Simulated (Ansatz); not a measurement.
Data:

Zr$_{6}$Ni$_{16}$Ge$_{7}$:
```cif
data_Ge28Ni64Zr24
_chemical_formula_sum 'Zr24 Ni64 Ge28'
_space_group_name_H-M_alt 'Fm-3m'
_space_group_IT_number 225
_space_group_name_Hall '-F 4 2 3'
_cell_length_a 11.56757
_cell_length_b 11.56757
_cell_length_c 11.56757
_cell_angle_alpha 90.000
_cell_angle_beta 90.000
_cell_angle_gamma 90.000
loop_
_atom_site_label
_atom_site_type_symbol
_atom_site_symmetry_multiplicity
_atom_site_Wyckoff_symbol
_atom_site_fract_x
_atom_site_fract_y
_atom_site_fract_z
_atom_site_occupancy
Zr1 Zr 24 e 0.00000 0.00000 0.20779 1
Ni1 Ni 32 f 0.38126 0.38126 0.38126 1
Ni2 Ni 32 f 0.16930 0.16930 0.16930 1
Ge1 Ge 24 d 0.00000 0.25000 0.25000 1
Ge2 Ge 4 b 0.50000 0.50000 0.50000 1
```
(The calculation used a cell of 29 atoms; values per cell refer to that cell.)

This is the r²SCAN-relaxed structure.

**Question.** All from DFT-r²SCAN in the program Ansatz with PAW potentials, unless another level is named. Predict the electronic character.

**Answer.** metallic (no gap).

**Question.** Predict the formation energy from the elements (no fitted shifts).

**Answer.** -59 kJ/mol of atoms.

The workflow started from a Materials Project entry (that database holds measured and hypothetical structures alike); the Crystallography Open Database copy checked does not list it. Its standing as an ambient phase is unchecked. The r²SCAN relaxation kept the symmetry of its start; its stability against distortions is not shown here. The run is not spin-polarised. The references are the lowest solids computed at this level, not always the standard phases. Spin–orbit coupling is left out wherever it is not named.

Potentials: the later of the program's two PAW sets.
